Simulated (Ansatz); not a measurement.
Sc$_{3}$SnB (anti-perovskite, Pm-3m), the program Ansatz at the r²SCAN level (PAW), all energies at zero smearing, with the estimated change up to a 700 eV cutoff added, with one set of potentials and settings (totals compare only within such a set). Cell of 5 atoms (3 Sc, 1 Sn, 1 B): -12620.472 eV.

```csv
element,reference phase,E (eV/atom)
Sc,"P6_3/mmc, 2 atoms in the cell",-2140.5738
Sn,"Fd-3m, 2 atoms in the cell",-6038.6401
B,"R-3m, 12 atoms in the cell",-156.5544
```

Formation energy per atom, worked out: (-12620.472 − 3×(-2140.5738) − 1×(-6038.6401) − 1×(-156.5544))/5 = -0.711 eV/atom (-69 kJ per mol of atoms), at 0 K, without zero-point energy or fitted corrections.

The workflow started from an entry of the Crystallography Open Database (COD). Its standing as an ambient phase is unchecked. The cell was relaxed with r²SCAN under the symmetry of its start; whether a distortion lowers the energy is not shown. No spin polarisation was allowed. The references are the lowest solids computed at this level, not always the standard phases. Spin–orbit coupling is left out wherever it is not named.

Potentials: the later of the program's two PAW sets.
